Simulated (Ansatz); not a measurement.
Zr₅Sn₃Se in space group P6_3/mcm (No. 193; Zr on 4d, Zr on 6g, Sn on 6g, Se on 2b), DFT-PBE in the program Ansatz with PAW potentials, all energies at zero smearing, with the estimated change up to a 700 eV cutoff added, with one set of potentials and settings (totals compare only within such a set). Cell of 18 atoms (10 Zr, 6 Sn, 2 Se): -88936.180 eV.

| element | reference phase | E (eV/atom) |
|---|---|---|
| Zr | P6_3/mmc, 2 atoms in the cell | -4183.8362 |
| Sn | Fd-3m, 2 atoms in the cell | -6024.2128 |
| Se | P3_121, 3 atoms in the cell | -5469.0798 |

Formation energy per atom, worked out: (-88936.180 − 10×(-4183.8362) − 6×(-6024.2128) − 2×(-5469.0798))/18 = -0.799 eV/atom (-77 kJ per mol of atoms), at 0 K, without zero-point energy or fitted corrections.

The first step of the workflow began from a Materials Project structure, measured or hypothetical; the Crystallography Open Database copy checked does not list it. Its standing as an ambient phase is unchecked. The PBE relaxation kept the symmetry of its start; whether a distortion lowers the energy is not shown. No spin polarisation was allowed. The references are the lowest solids computed at this level, not always the standard phases. Spin–orbit coupling is left out wherever it is not named.

Potentials: the later of the program's two PAW sets.
